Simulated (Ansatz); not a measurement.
In DFT-PBE in the program Ansatz with PAW potentials, BAs in the hexagonal phase (P6_422; B on 3c, As on 3d) relaxes to a = 3.459 Å, c = 7.481 Å. Its formation energy from the elements is 0.42 eV/atom, with no fitted shifts.

It is gapped at this level: 0.48 eV (indirect). The valence maximum lies at Γ and the conduction minimum at M (3 equivalent valleys). Gap from PBE with spin–orbit coupling: 0.47 eV (the band order may be inverted). Electrons at the band edge weigh 0.21, 0.33, 0.35 mₑ (principal values). The hole mass is 0.18, 0.45, 0.45 mₑ (principal values).

The bulk modulus is 136 GPa.

The start of the workflow was typed in or built on a structure type; neither database checked (COD, Materials Project) lists it. It is not the phase usual at ambient conditions (space group No. 216). The PBE relaxation kept the symmetry of its start; whether a distortion lowers the energy is not shown. Its formation energy is positive at this level, so the cell may be metastable or incomplete. The references are the lowest solids computed at this level, not always the standard phases. Scalar-relativistic: spin–orbit coupling is off unless named, which matters more the heavier the elements.

Potentials: the earlier of the program's two PAW sets.
